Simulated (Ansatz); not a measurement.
Zr2TlC:
```cif
data_C2Tl2Zr4
_chemical_formula_sum 'Zr4 Tl2 C2'
_space_group_name_H-M_alt 'P63/mmc'
_space_group_IT_number 194
_space_group_name_Hall '-P 6c 2c'
_cell_length_a 3.34567
_cell_length_b 3.34567
_cell_length_c 14.90965
_cell_angle_alpha 90.000
_cell_angle_beta 90.000
_cell_angle_gamma 120.000
loop_
_atom_site_label
_atom_site_type_symbol
_atom_site_symmetry_multiplicity
_atom_site_Wyckoff_symbol
_atom_site_fract_x
_atom_site_fract_y
_atom_site_fract_z
_atom_site_occupancy
Zr1 Zr 4 f 0.66667 0.33333 0.08194 1
Tl1 Tl 2 c 0.33333 0.66667 0.25000 1
C1 C 2 a 0.00000 0.00000 0.00000 1
```

Relaxed with PBEsol.

Which orbitals make up the states near the Fermi level in PBEsol in the plane-wave PAW code Ansatz?

Within 0.5 eV of the Fermi level: Zr 4d 71 %, Tl 6p 18 %. Projections are on Löwdin-orthogonalised atomic valence shells; empty p or d shells of many metals are not among them.

Tabulate the density of states.

States/eV per cell of 8 atoms, in 0.25 eV bins, energy from the Fermi level.

```tsv
E (eV)	total	Zr 4d	C 2p	Tl 6p
-7.85	0.92	0.08	0.00	0.21
-7.60	0.86	0.08	0.01	0.21
-7.35	0.84	0.08	0.01	0.22
-7.10	0.82	0.08	0.01	0.22
-6.85	0.83	0.09	0.01	0.22
-6.60	0.83	0.09	0.01	0.21
-6.35	0.85	0.10	0.01	0.21
-6.10	0.88	0.11	0.01	0.20
-5.85	0.92	0.13	0.02	0.19
-5.60	1.00	0.15	0.02	0.17
-5.35	1.14	0.19	0.03	0.15
-5.10	1.71	0.30	0.05	0.14
-4.85	1.60	0.35	0.11	0.10
-4.60	1.09	0.32	0.20	0.07
-4.35	2.33	0.86	0.87	0.15
-4.10	4.72	1.70	1.86	0.24
-3.85	5.32	1.86	2.29	0.20
-3.60	3.44	1.23	1.57	0.11
-3.35	2.97	1.13	1.38	0.09
-3.10	4.81	1.84	2.31	0.12
-2.85	6.17	2.42	3.11	0.15
-2.60	17.00	6.83	9.20	0.34
-2.35	0.71	0.22	0.29	0.15
-2.10	0.75	0.17	0.09	0.41
-1.85	1.44	0.36	0.13	0.79
-1.60	3.15	1.33	0.20	1.30
-1.35	7.14	3.98	0.40	2.15
-1.10	7.20	4.28	0.42	1.91
-0.85	7.01	4.16	0.27	2.01
-0.60	6.17	3.47	0.33	1.82
-0.35	4.00	2.59	0.21	0.92
-0.10	3.12	2.22	0.13	0.56
0.15	1.85	1.45	0.04	0.22
0.40	2.01	1.64	0.04	0.20
0.65	3.26	2.72	0.06	0.25
0.90	3.44	2.73	0.12	0.39
1.15	4.15	3.17	0.18	0.53
1.40	4.30	3.31	0.20	0.49
1.65	3.89	3.01	0.20	0.41
1.90	3.93	3.07	0.19	0.39
2.15	4.79	3.83	0.21	0.42
2.40	6.58	5.37	0.27	0.50
2.65	5.41	4.26	0.25	0.42
2.90	7.13	5.23	0.37	0.68
3.15	5.26	3.60	0.36	0.51
3.40	3.70	2.48	0.32	0.44
3.65	8.32	6.18	0.72	0.69
3.90	9.61	7.05	0.80	0.77
4.15	7.28	5.10	0.61	0.74
4.40	5.97	3.88	0.47	0.68
4.65	6.44	3.99	0.46	0.73
```

Space group P6_3/mmc. The first step of the workflow began from a Materials Project structure, measured or hypothetical; the Crystallography Open Database copy checked does not list it. Whether it is the stable phase at ambient conditions was not checked. The cell was relaxed with PBEsol under the symmetry of its start; its stability against distortions is not shown here. No spin polarisation was allowed. Scalar-relativistic: spin–orbit coupling is off unless named, which matters more the heavier the elements.

Potentials: the earlier of the program's two PAW sets. The files were generated under PBE; for other functionals the program regenerates the frozen cores, and for LDA and PBEsol the local potential too.
